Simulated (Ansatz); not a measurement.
Task: Tl (dhcp (α-La type), space group No. 194) is relaxed with r²SCAN+D4 (plane waves, PAW; program Ansatz). What lattice parameters of the conventional cell result?

Result: a = 3.474 Å, c = 11.246 Å.

Space group P6_3/mmc (dhcp (α-La type)). The first step of the workflow began from a Materials Project structure, measured or hypothetical. Its sites differ from those of the usual phase in this space group: another stacking or structure type. The r²SCAN+D4 relaxation kept the symmetry of its start; its stability against distortions is not shown here. The pairwise dispersion correction was not fitted to metals. Axis ratios of metals converge slowly with the k-mesh, so a and c are less sure than the volume. Spin–orbit coupling is left out wherever it is not named.

Potentials: the later of the program's two PAW sets.
